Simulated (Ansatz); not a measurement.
How the vibrations of ZrPt$_{3}$ change with volume

Level of theory: DFT LDA, scalar-relativistic, plane waves, PAW (Ansatz). Cutoff 420 eV, 10×10×10 k-points (Γ-centred), Fermi-Dirac smearing of 0.15 eV. No spin polarisation. Phonons by linear response, acoustic sum rule imposed.

The cell, relaxed at this level:
```
Zr Pt
1.0
     3.97168    0.00000    0.00000
     0.00000    3.97168    0.00000
     0.00000    0.00000    3.97168
Zr Pt
1 3
Direct
  0.00000 0.00000 0.00000
  0.00000 0.50000 0.50000
  0.50000 0.00000 0.50000
  0.50000 0.50000 0.00000
```

In a metal, frequencies depend on the k mesh and the smearing, soft modes most. Spin–orbit coupling is left out, which can shift energies with elements as heavy as these.

Cells at 0.98 and 1.02 times the equilibrium volume were relaxed in shape and atoms; γ = −d ln ν / d ln V, modes matched by rank.

Problem. Give the optical frequencies at Γ (cm⁻¹) at the three volumes and the mode Grüneisen parameters.

Solution.
```tsv
0.98 V	V	1.02 V	γ	degeneracy
126	119	113	2.65	3
151	144	137	2.46	3
193	182	171	3.05	3
```

Problem. What pressures hold the two strained cells, and what bulk modulus follows?

Solution. 5.63 GPa at 0.98 V and -5.00 GPa at 1.02 V, so B = −dP/d ln V ≈ 266 GPa.